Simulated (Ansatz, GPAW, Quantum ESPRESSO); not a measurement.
## HCN: programs and potentials compared

```xyz
3
Lattice="-2.3161 2.3161 2.1599 2.3161 -2.3161 2.1599 2.3161 2.3161 -2.1599" Properties=species:S:1:pos:R:3 pbc="T T T"
N     0.0080   -0.0165    1.2047
C    -0.0112   -0.0005    0.0142
H     0.0539    0.0193    3.2440
```

The cell comes from a database or a generator and needn't be the stable form of this composition.

Atoms were shifted at random by some hundredths of an Å from the given cell, which wasn't relaxed again for these runs.

Alike in all runs: task single point; functional PBE; k mesh 8 × 8 × 8; occupations fermi-dirac, width 0.05 eV; no spin polarisation; no spin-orbit coupling. Pressure is positive in compression and, in plane waves, holds the error of the finite cutoff, which Ansatz's Pulay term estimates and takes out.

```tsv
program and potentials	plane-wave cutoff (eV)	notes	band gap (eV)	pressure (GPa)	largest force (eV/Å)	energy over the undisturbed cell (meV/atom)
Ansatz, Ansatz PAW	420	Pulay term of +0.36 GPa included	6.22	-4.56	3.630	23.22
Quantum ESPRESSO, SSSP 1.3 efficiency PBE	816	-	?	?	?	?
GPAW, GPAW PAW data sets (gpaw-data 1.2.1)	800	-	6.22	-4.83	3.585	22.26
```

Estimate from the other rows what the run with Quantum ESPRESSO, SSSP 1.3 efficiency PBE gave.

Band gap 6.23 eV; pressure -4.63 GPa; largest force 3.558 eV/Å; energy over the undisturbed cell 22.19 meV/atom. The other rows, which needn't bracket it: band gap 6.22; pressure -4.83 to -4.56; largest force 3.585 to 3.630; energy over the undisturbed cell 22.26 to 23.22.
